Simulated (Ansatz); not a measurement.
Relaxed-ion elastic tensor of Ga (body-centred tetragonal, I4/mmm) in GPa (Voigt order), DFT-PBEsol in the program Ansatz with PAW potentials; density 6.53 g/cm³, 17.73 Å³ per atom.

```
87.7  42.3  52.5   0.0   0.0   0.0
42.3  87.7  52.5   0.0   0.0   0.0
52.5  52.5  68.4   0.0   0.0   0.0
 0.0   0.0   0.0   3.6   0.0   0.0
 0.0   0.0   0.0   0.0   3.6   0.0
 0.0   0.0   0.0   0.0   0.0  14.1
```

**Question.** Is the crystal mechanically stable?

**Answer.** Yes: the smallest eigenvalue of C is 3.6 GPa.

**Question.** Work out the Voigt, Reuss and Hill averages.

**Answer.** K_V = 59.8, K_R = 59.5, K_H = 59.7; G_V = 10.7, G_R = 6.4, G_H = 8.5 GPa.

**Question.** Give Young's modulus, Poisson's ratio, Pugh's ratio and the universal anisotropy index.

**Answer.** E = 9KG/(3K + G) = 24.4 GPa; ν = 0.43; K/G = 6.99 (ductile by the Pugh limit of 1.75); A_U = 5G_V/G_R + K_V/K_R − 6 = 3.35.

**Question.** Estimate the sound speeds and the Debye temperature.

**Answer.** v_l = √((K + 4G/3)/ρ) = 3300 m/s, v_t = √(G/ρ) = 1140 m/s, mean 1300 m/s; Θ = (h/k)(3n/4πV)^(1/3) v_m = 148 K.

**Question.** How much does each axis shrink under pressure?

**Answer.** Linear compressibilities β_i = Σ_j S_ij (j = 1 to 3): x 4.7, y 4.7, z 7.4 per TPa.

The first step of the workflow began from a Materials Project structure, measured or hypothetical; the Crystallography Open Database copy checked does not list it. It is not the phase usual at ambient conditions (space group No. 64). The PBEsol relaxation kept the symmetry of its start; whether a distortion lowers the energy is not shown. As this level gives no gap, shear constants depend on the k-mesh and smearing (Fermi–Dirac, 0.1 eV here).

Potentials: the earlier of the program's two PAW sets.
